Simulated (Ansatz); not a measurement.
**Data sheet: BaCu$_{2}$S$_{2}$ (DFT)**

BaCu$_{2}$S$_{2}$:
```
BaCu2S2
1.0
   -1.94400     1.94400     6.32064
    1.94400    -1.94400     6.32064
    1.94400     1.94400    -6.32064
Ba Cu S
1 2 2
Direct
  0.00000   0.00000   0.00000
  0.75000   0.25000   0.50000
  0.25000   0.75000   0.50000
  0.64016   0.64016   0.00000
  0.35984   0.35984   0.00000
```

Space group I4/mmm (No. 139); conventional cell a = b = 3.888 Å, c = 12.641 Å, α = β = γ = 90.00°.

Method: r²SCAN in the plane-wave PAW code Ansatz. The cell and atoms are relaxed at this level. Other levels are named where they apply.

**Cell and energy**

- Volume per atom = 19.11 Å³
- Density = 5.71 g/cm³
- Formation energy from the elements (no fitted shifts) = -1.11 eV/atom

**Electronic structure**

* **Band gap**: 0.74 eV (direct)
* **Valence-band maximum**: at Γ
* **Conduction-band minimum**: at Γ
* **Electron effective mass**: 0.20, 0.20, 2.1 mₑ (principal values)
* **Hole effective mass, band 1 of 2 at the edge**: 1.5 along x, 5.2 along z (mₑ)
* **Hole effective mass, band 2 of 2 at the edge**: 0.19 along x, 5.2 along z (mₑ)

**Mechanics**

Bulk modulus (Birch–Murnaghan fit): 72.3 GPa
Pressure derivative B′: 4.7

**Charges**

* **Bader charges**: Ba +1.42, Cu +0.45, S -1.16 e

The first step of the workflow began from a Materials Project structure, measured or hypothetical; the Crystallography Open Database copy checked does not list it. COD files the formula under space group No. 33, 62. Its standing as an ambient phase is unchecked. The cell was relaxed with r²SCAN under the symmetry of its start; its stability against distortions is not shown here. The run is not spin-polarised. The references are the lowest solids computed at this level, not always the standard phases. Scalar-relativistic: spin–orbit coupling is off unless named, which matters more the heavier the elements.

Potentials: the later of the program's two PAW sets.
